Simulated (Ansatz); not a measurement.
HfGe$_{2}$:
```
HfGe2
1.0
    4.40940     0.00000     0.00000
   -2.20470     3.81865     0.00000
    0.00000     0.00000     3.40210
Hf Ge
1 2
Direct
  0.00000   0.00000   0.00000
  0.33333   0.66667   0.50000
  0.66667   0.33333   0.50000
```

Relaxed with PBE. Special points in fractions of this cell's reciprocal vectors: Γ (0.000, 0.000, 0.000); M (0.500, 0.000, 0.000); K (0.333, 0.333, 0.000); A (0.000, 0.000, 0.500); L (0.500, 0.000, 0.500); H (0.333, 0.333, 0.500).

Question: List the band energies nearest the Fermi level at these points for PBE (plane waves, PAW; program Ansatz).

Answer: In eV from the Fermi level; about four levels below and three above (degenerate sets whole), none deeper than 8.9 eV; points with the same levels are listed once.

```csv
k,below,above
Γ,-4.26 -4.13 -4.13 -1.72,0.23 0.49 0.49
M,-4.26 -4.01 -0.57,0.35 0.51 1.75
K,-6.87 -0.47 -0.16 -0.16,0.14 0.14 4.17
A,-1.94 -1.94 -0.18 -0.18,1.03 4.40 5.29
L,-4.58 -4.06 -4.04 -0.76,0.91 1.59 2.55
H,-4.51 -3.76 -3.76 -0.48,0.68 0.68 2.44 2.44
```

Space group P6/mmm. The cell is a constructed one: a structure type filled with these elements; neither database checked (COD, Materials Project) lists it. COD files the formula under space group No. 63, so this cell is another polymorph or a model. Its standing as an ambient phase is unchecked. The cell was relaxed with PBE under the symmetry of its start; whether a distortion lowers the energy is not shown. No spin polarisation was allowed. Scalar-relativistic: spin–orbit coupling is off unless named, which matters more the heavier the elements.

Potentials: the earlier of the program's two PAW sets.
